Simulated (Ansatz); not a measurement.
**ZrTi5C6: rattling a relaxed structure**

It was reached by relaxing an invented guess, and it needn't be the stable form of this composition.

The calculation used DFT PBE, scalar-relativistic, plane waves, PAW (Ansatz 0.2.0). Plane waves to 420 eV, a k mesh through Γ of 12×8×4 on the computed 12-atom cell and Gaussian smearing (0.10 eV); no spin polarisation.

The cell below (12 atoms, space group Pmmm (No. 47)) is relaxed within its symmetry.

```
Zr Ti C
1.0
     3.11258    0.00000    0.00000
     0.00000    4.41111    0.00000
     0.00000    0.00000    9.34002
Zr Ti C
1 5 6
Cartesian
  0.0000 0.0000 0.0000
  0.0000 0.0000 6.1827
  1.5563 2.2056 7.7271
  1.5563 2.2056 1.6129
  0.0000 0.0000 3.1573
  1.5563 2.2056 4.6700
  0.0000 2.2056 6.2012
  1.5563 0.0000 7.6803
  0.0000 2.2056 0.0000
  1.5563 0.0000 1.6597
  0.0000 2.2056 3.1388
  1.5563 0.0000 4.6700
```

For the test it was strained at random (σ = 1.5 % a component), the atoms were moved at random (σ = 0.10 Å), and all was relaxed again on a coarse 8×6×4 mesh (in the run’s order of axes) with 0.20 eV smearing, with no symmetry imposed.

Problem. Does it come back?

Solution. It returns, within 1 meV/atom of the unmoved cell on that mesh and with the same symmetry when read at 0.1 Å. So it is stable against the distortions that fit this cell and that this random move excites. Modes that don't fit the cell aren't tested.
